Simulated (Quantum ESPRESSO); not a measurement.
## VMo5LiCu (input and log of a self-consistent run)

A calculation, not a measurement. The program is pw.x of Quantum ESPRESSO 7.5 (plane-wave density functional theory). The cell is made up: eight metal atoms on a face-centred cubic lattice, with elements, volume, strain and displacements drawn at random and not relaxed, so it may be unstable or far from any real phase. PseudoDojo standard norm-conserving files set the functional (PBE unless stated); there is no spin polarisation or spin-orbit coupling, the Fermi-Dirac width of 0.25 eV means electrons at about 2900 K, and the masses in the input are unused placeholders. The copper pseudopotential is less sure than most, with forces differing by about three percent and pressure by about two GPa from a second method on plain copper. A spin test at this wide smearing found no moment, but such smearing suppresses magnetism that the real alloy may have.

Input:

```
&control calculation='scf', pseudo_dir='./dojo.nc.sr.pbe.v0_5.standard.upf', outdir='./o', disk_io='minimal', tprnfor=.true., tstress=.true. /
&system ibrav=0, nat=8, ntyp=4, nbnd=69, ecutwfc=92.02030273, nosym=.true., tot_charge=0,
 occupations='smearing', smearing='fd', degauss=0.0183746611
/
&electrons conv_thr=1.470e-08, electron_maxstep=70, mixing_beta=0.5 /
ATOMIC_SPECIES
Cu 1.0 Cu.upf
Li 1.0 Li.upf
Mo 1.0 Mo.upf
V 1.0 V.upf
CELL_PARAMETERS angstrom
-0.0144 -1.9411 -1.9271
-3.8392 1.9364 -1.9512
5.7717 5.8748 -3.8626
ATOMIC_POSITIONS angstrom
V 0.0381 0.0706 -0.0923
Mo 0.0777 2.0563 -1.9974
Mo -0.0672 3.9329 -3.8212
Mo 3.9029 3.9317 -3.8717
Li -1.8902 0.0454 -2.0039
Mo -1.8491 1.9877 -3.8006
Mo 1.8708 1.9559 -3.9225
Cu 1.9026 3.9095 -5.747
K_POINTS automatic
9 5 3 1 1 1
```

The log is shortened where brackets say so; the opening notice, blank lines, dates and the lines on written files are dropped, and the path of the files is cut. It prints rydbergs, bohrs and kilobars, and counts compression as positive stress. Its total energy is the free energy E - TS of the whole cell.

```
     Program PWSCF v.7.5
     Parallel version (MPI & OpenMP), running on       4 processor cores
     Number of MPI processes:                 4
     Threads/MPI process:                     1
     [start-up lines left out]
     bravais-lattice index     =            0
     lattice parameter (alat)  =       5.1689  a.u.
     unit-cell volume          =     780.0445 (a.u.)^3
     number of atoms/cell      =            8
     number of atomic types    =            4
     number of electrons       =       105.00
     number of Kohn-Sham states=           69
     kinetic-energy cutoff     =      92.0203  Ry
     charge density cutoff     =     368.0812  Ry
     scf convergence threshold =      1.5E-08
     mixing beta               =       0.5000
     number of iterations used =            8  plain     mixing
     Exchange-correlation= PBE
                           (   1   4   3   4   0   0   0)
     [axes and pseudopotential details left out]
   Cartesian axes
     site n.     atom                  positions (alat units)
         1        V      tau(   1) = (   0.0139291   0.0258108  -0.0337442  )
         2        Mo     tau(   2) = (   0.0284065   0.7517677  -0.7302344  )
         3        Mo     tau(   3) = (  -0.0245678   1.4378385  -1.3970019  )
         4        Mo     tau(   4) = (   1.4268708   1.4373998  -1.4154643  )
         5        Li     tau(   5) = (  -0.6910428   0.0165979  -0.7326107  )
         6        Mo     tau(   6) = (  -0.6760170   0.7266881  -1.3894707  )
         7        Mo     tau(   7) = (   0.6839503   0.7150623  -1.4340364  )
         8        Cu     tau(   8) = (   0.6955762   1.4292837  -2.1010598  )
     number of k points=    68  Fermi-Dirac smearing, width (Ry)=  0.0184
                       cart. coord. in units 2pi/alat
        k(    1) = (  -0.0096410   0.0212198  -0.1001563), wk =   0.0296296
        k(    2) = (  -0.1282602  -0.0950539   0.0178484), wk =   0.0296296
     [further k points left out]
     Dense  grid:    93091 G-vectors     FFT dimensions: (  32,  60, 108)
     Estimated max dynamical RAM per process >     361.75 MB
     Estimated total dynamical RAM >       1.35 GB
     Initial potential from superposition of free atoms
     starting charge     104.9869, renormalised to     105.0000
     Starting wfcs are   72 randomized atomic wfcs
     total cpu time spent up to now is        6.6 secs
     per-process dynamical memory:   300.1 Mb
     Self-consistent Calculation
     iteration #  1     ecut=    92.02 Ry     beta= 0.50
     Davidson diagonalization with overlap
     ethr =  1.00E-02,  avg # of iterations =  4.3
     total cpu time spent up to now is       24.4 secs
     total energy              =   -1224.65371628 Ry
     estimated scf accuracy    <      27.50882066 Ry
     iteration #  2     ecut=    92.02 Ry     beta= 0.50
     Davidson diagonalization with overlap
     ethr =  1.00E-02,  avg # of iterations =  5.5
     total cpu time spent up to now is       47.0 secs
     total energy              =   -1229.11754126 Ry
     estimated scf accuracy    <     311.36513314 Ry
     iteration #  3     ecut=    92.02 Ry     beta= 0.50
     Davidson diagonalization with overlap
     ethr =  1.00E-02,  avg # of iterations =  6.7
     total cpu time spent up to now is       71.6 secs
     total energy              =   -1241.28694339 Ry
     estimated scf accuracy    <      67.54747071 Ry
     iteration #  4     ecut=    92.02 Ry     beta= 0.50
     Davidson diagonalization with overlap
     ethr =  1.00E-02,  avg # of iterations =  2.4
     total cpu time spent up to now is       86.8 secs
     total energy              =   -1244.19900773 Ry
     estimated scf accuracy    <      25.56026455 Ry
     iteration #  5     ecut=    92.02 Ry     beta= 0.50
     Davidson diagonalization with overlap
     ethr =  1.00E-02,  avg # of iterations =  1.4
     total cpu time spent up to now is       99.9 secs
     total energy              =   -1244.15915323 Ry
     estimated scf accuracy    <      19.59153796 Ry
     [iterations 6 to 21 left out]
     iteration # 22     ecut=    92.02 Ry     beta= 0.50
     Davidson diagonalization with overlap
     ethr =  1.01E-09,  avg # of iterations =  2.4
     total cpu time spent up to now is      338.2 secs
     total energy              =   -1243.79420827 Ry
     estimated scf accuracy    <       0.00000025 Ry
     iteration # 23     ecut=    92.02 Ry     beta= 0.50
     Davidson diagonalization with overlap
     ethr =  2.36E-10,  avg # of iterations =  1.5
     total cpu time spent up to now is      351.3 secs
     total energy              =   -1243.79420828 Ry
     estimated scf accuracy    <       0.00000002 Ry
     iteration # 24     ecut=    92.02 Ry     beta= 0.50
     Davidson diagonalization with overlap
     ethr =  2.34E-11,  avg # of iterations =  3.3
     total cpu time spent up to now is      366.4 secs
     total energy              =   -1243.79420828 Ry
     estimated scf accuracy    <       0.00000003 Ry
     iteration # 25     ecut=    92.02 Ry     beta= 0.50
     Davidson diagonalization with overlap
     ethr =  2.34E-11,  avg # of iterations =  1.7
     total cpu time spent up to now is      379.3 secs
     total energy              =   -1243.79420828 Ry
     estimated scf accuracy    <       0.00000009 Ry
     iteration # 26     ecut=    92.02 Ry     beta= 0.50
     Davidson diagonalization with overlap
     ethr =  2.34E-11,  avg # of iterations =  1.0
     total cpu time spent up to now is      391.5 secs
     End of self-consistent calculation
     [lines on levels left out]
!    total energy              =   -1243.79420828 Ry
     estimated scf accuracy    <          1.7E-09 Ry
     smearing contrib. (-TS)   =      -0.12830893 Ry
     internal energy E=F+TS    =   -1243.66589935 Ry
     The total energy is F=E-TS. E is the sum of the following terms:
     one-electron contribution =    -507.47835836 Ry
     hartree contribution      =     310.67026093 Ry
     xc contribution           =    -176.38818861 Ry
     ewald contribution        =    -870.46961331 Ry
     convergence has been achieved in  26 iterations
     Forces acting on atoms (cartesian axes, Ry/au):
     atom    1 type  4   force =    -0.00420730   -0.00430872    0.00869739
     atom    2 type  3   force =    -0.02385634   -0.06607494    0.06796542
     atom    3 type  3   force =     0.05281184    0.05065440   -0.05790005
     atom    4 type  3   force =     0.00934140    0.00571198   -0.00809875
     atom    5 type  2   force =    -0.02057123   -0.01789228    0.01931685
     atom    6 type  3   force =    -0.07524268   -0.02925003    0.02072460
     atom    7 type  3   force =     0.04785129    0.04575825   -0.03117896
     atom    8 type  1   force =     0.01387303    0.01540133   -0.01952652
     Total force =     0.181077     Total SCF correction =     0.000264
     Computing stress (Cartesian axis) and pressure
          total   stress  (Ry/bohr**3)                   (kbar)     P=      143.39
   0.00094155  -0.00018118   0.00017569          138.51      -26.65       25.84
  -0.00018118   0.00102364  -0.00001141          -26.65      150.58       -1.68
   0.00017569  -0.00001141   0.00095913           25.84       -1.68      141.09
     init_run     :      6.10s CPU      6.33s WALL (       1 calls)
     electrons    :    376.49s CPU    384.91s WALL (       1 calls)
     forces       :      1.73s CPU      1.74s WALL (       1 calls)
     stress       :      5.83s CPU      5.84s WALL (       1 calls)
     [timing details left out]
     PWSCF        :   6m30.40s CPU   6m39.13s WALL
     JOB DONE.
```

In other units: free energy -16922.682 eV for the cell, pressure 14.34 GPa, largest force component 1.935 eV/Å in size. The run took 401 s of wall time with four MPI processes on a shared machine (Intel Xeon, 2023 or later, virtual cores), so the time is rough. A rerun of this cell at a higher cutoff and on a denser mesh moved values by no more than 0.003 eV in energy, 0.07 GPa in stress and 0.007 eV/Å in force, and a second program with other atomic files agreed on that cell to 2 % rms in force and 0.5 GPa in pressure.